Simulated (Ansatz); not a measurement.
All numbers below come from DFT r2SCAN, scalar-relativistic, plane waves, PAW in Ansatz 0.2.0.

Structure of SrCl₂:

```xyz
3
Lattice="0.0000 3.4975 3.4975 3.4975 0.0000 3.4975 3.4975 3.4975 0.0000" Properties=species:S:1:pos:R:3 pbc="T T T"
Sr    0.0000    0.0000    0.0000
Cl    1.7487    1.7487    1.7487
Cl    5.2462    5.2462    5.2462
```

Plane waves to 500 eV, a k mesh through Γ of 6×6×6 on the computed 3-atom cell and Gaussian smearing (0.02 eV); no spin polarisation.

Levels along Γ–X–U | K–Γ–L–W–X, in eV from a zero inside the gap, sorted by energy at each point. Points in fractions of the primitive reciprocal vectors: Γ (0.000 0.000 0.000), X (0.500 0.000 0.500), U (0.625 0.250 0.625), K (0.375 0.375 0.750), L (0.500 0.500 0.500), W (0.500 0.250 0.750).
```tsv
point	k (1/Å, with 2π)	band 9	band 10	band 11	band 12	band 13	band 14	band 15
Γ	0.000	-5.09	-3.31	-3.31	-3.31	2.97	3.73	3.73
-	0.128	-5.00	-3.48	-3.31	-3.31	3.12	3.78	3.79
-	0.257	-4.75	-3.89	-3.30	-3.30	3.49	3.90	3.92
-	0.385	-4.42	-4.38	-3.30	-3.30	3.74	4.09	4.16
-	0.513	-4.93	-3.92	-3.31	-3.31	3.54	4.46	4.65
-	0.642	-4.92	-3.46	-3.33	-3.33	3.28	4.81	5.32
-	0.770	-4.88	-3.35	-3.35	-3.10	3.09	4.99	5.13
X	0.898	-4.87	-3.36	-3.36	-2.97	3.02	4.82	5.27
-	0.944	-4.86	-3.36	-3.36	-2.97	3.04	4.82	5.26
-	0.989	-4.85	-3.38	-3.37	-2.98	3.07	4.82	5.24
-	1.034	-4.84	-3.42	-3.38	-2.99	3.13	4.83	5.21
-	1.080	-4.81	-3.47	-3.40	-3.00	3.20	4.83	5.16
-	1.125	-4.78	-3.52	-3.43	-3.02	3.29	4.84	5.10
-	1.171	-4.75	-3.59	-3.46	-3.05	3.38	4.86	5.04
U	1.216	-4.70	-3.67	-3.50	-3.08	3.47	4.88	4.97
K	1.216	-4.70	-3.67	-3.50	-3.08	3.47	4.88	4.97
-	1.352	-4.54	-3.94	-3.67	-3.16	3.67	4.75	4.97
-	1.488	-4.32	-4.23	-3.93	-3.22	3.77	4.55	4.92
-	1.624	-4.44	-4.24	-4.07	-3.25	3.87	4.36	4.58
-	1.760	-4.57	-4.08	-3.80	-3.28	3.96	4.11	4.16
-	1.896	-4.84	-3.72	-3.56	-3.29	3.58	3.92	3.96
-	2.033	-5.02	-3.43	-3.38	-3.31	3.14	3.79	3.80
Γ	2.169	-5.09	-3.31	-3.31	-3.31	2.97	3.73	3.73
-	2.280	-5.05	-3.37	-3.34	-3.34	3.09	3.77	3.77
-	2.391	-4.95	-3.54	-3.42	-3.42	3.40	3.88	3.88
-	2.502	-4.81	-3.76	-3.54	-3.54	3.82	4.03	4.03
-	2.613	-4.65	-3.98	-3.69	-3.69	4.17	4.17	4.19
-	2.724	-4.52	-4.17	-3.83	-3.83	4.27	4.27	4.47
-	2.835	-4.45	-4.28	-3.96	-3.96	4.32	4.32	4.80
L	2.946	-4.44	-4.30	-4.02	-4.02	4.34	4.34	5.23
-	3.037	-4.49	-4.18	-4.00	-3.92	4.24	4.36	5.28
-	3.128	-4.45	-4.11	-3.85	-3.74	4.06	4.43	5.24
-	3.219	-4.39	-4.12	-3.63	-3.57	3.90	4.52	5.18
-	3.309	-4.32	-4.14	-3.43	-3.41	3.79	4.59	5.12
-	3.400	-4.25	-4.16	-3.34	-3.23	3.74	4.63	5.06
-	3.491	-4.20	-4.18	-3.28	-3.12	3.72	4.65	5.00
W	3.582	-4.18	-4.18	-3.27	-3.07	3.72	4.66	4.97
-	3.646	-4.34	-4.01	-3.27	-3.07	3.66	4.71	4.92
-	3.710	-4.49	-3.85	-3.29	-3.05	3.52	4.85	4.88
-	3.774	-4.62	-3.69	-3.31	-3.02	3.37	4.85	5.00
-	3.838	-4.73	-3.55	-3.33	-3.00	3.23	4.84	5.12
-	3.902	-4.80	-3.45	-3.34	-2.98	3.12	4.83	5.21
-	3.967	-4.85	-3.38	-3.35	-2.97	3.05	4.82	5.26
X	4.031	-4.87	-3.36	-3.36	-2.97	3.02	4.82	5.27
```

Cost: 1 run of about 0.32 core-minutes, on Arm Neoverse V2 (shared hosts).